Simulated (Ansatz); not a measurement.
WC:
Space group P-6m2 (No. 187); a = b = 2.922 Å, c = 2.847 Å, α = β = 90.00°, γ = 120.00°

```
atom  site  symmetry       x       y       z
----  ----  --------  ------  ------  ------
W       1a      -6m2  0.0000  0.0000  0.0000
C       1f      -6m2  0.6667  0.3333  0.5000
```

Relaxed at zero pressure with DFT-PBE in the program Ansatz with PAW potentials.

Problem. The volume is raised by 3 % and shape and atoms relax at that volume. What pressure results, and how do the axes share the change?

Solution. -10.6 GPa; a 1.1 %, b 1.1 %, c 0.8 %; the energy rises by 11 meV/atom.

Problem. Give the new structure.

Solution. 
Space group P-6m2 (No. 187); a = b = 2.9532 Å, c = 2.8702 Å, α = β = 90.00°, γ = 120.00°

| atom | site | symmetry | x | y | z |
|---|---|---|---|---|---|
| W | 1a | -6m2 | 0.0000 | 0.0000 | 0.0000 |
| C | 1f | -6m2 | 0.6667 | 0.3333 | 0.5000 |

The phase is kept; no other phase was compared at this pressure.

The cell was relaxed with PBE under the symmetry of its start. No spin polarisation was allowed. Scalar-relativistic: spin–orbit coupling is off unless named, which matters more the heavier the elements.

Potentials: the later of the program's two PAW sets.
